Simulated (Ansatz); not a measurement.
Relaxed-ion elastic tensor of Ag$_{3}$Pt (Cu3Au type, Pm-3m) in GPa (Voigt order), DFT-PBEsol in the program Ansatz with PAW potentials; density 13.37 g/cm³, 16.11 Å³ per atom.

```csv
,1,2,3,4,5,6
1,184,138,138,0.0,0.0,0.0
2,138,184,138,0.0,0.0,0.0
3,138,138,184,0.0,0.0,0.0
4,0.0,0.0,0.0,62.8,0.0,0.0
5,0.0,0.0,0.0,0.0,62.8,0.0
6,0.0,0.0,0.0,0.0,0.0,62.8
```

Is the crystal mechanically stable?

Yes: the smallest eigenvalue of C is 45.7 GPa.

Work out the Voigt, Reuss and Hill averages.

K_V = 153, K_R = 153, K_H = 153; G_V = 46.8, G_R = 36.9, G_H = 41.9 GPa.

Give Young's modulus, Poisson's ratio, Pugh's ratio and the universal anisotropy index.

E = 9KG/(3K + G) = 115 GPa; ν = 0.37; K/G = 3.67 (ductile by the Pugh limit of 1.75); A_U = 5G_V/G_R + K_V/K_R − 6 = 1.34.

Estimate the sound speeds and the Debye temperature.

v_l = √((K + 4G/3)/ρ) = 3960 m/s, v_t = √(G/ρ) = 1770 m/s, mean 2000 m/s; Θ = (h/k)(3n/4πV)^(1/3) v_m = 235 K.

Give the Zener ratio and Young's modulus along [100], [110] and [111].

A = 2C44/(C11 − C12) = 2.75; 1/E = S11 − 2(S11 − S12 − S44/2)Γ with Γ = 0, 1/4, 1/3 gives 65.3, 120, 166 GPa.

Solve the Christoffel equation for the three sound speeds along [100], [110], [111].

Eigenvalues of C_ijkl n_j n_l equal ρv². In km/s, slowest first: [100] 2.17, 2.17, 3.71; [110] 1.31, 2.17, 4.09; [111] 1.64, 1.64, 4.21.

The workflow started from an entry of the Crystallography Open Database (COD). Its standing as an ambient phase is unchecked. The PBEsol relaxation kept the symmetry of its start; its stability against distortions is not shown here. The run is not spin-polarised. As this level gives no gap, shear constants depend on the k-mesh and smearing (Fermi–Dirac, 0.1 eV here). Scalar-relativistic: spin–orbit coupling is off unless named, which matters more the heavier the elements.

Potentials: the later of the program's two PAW sets.
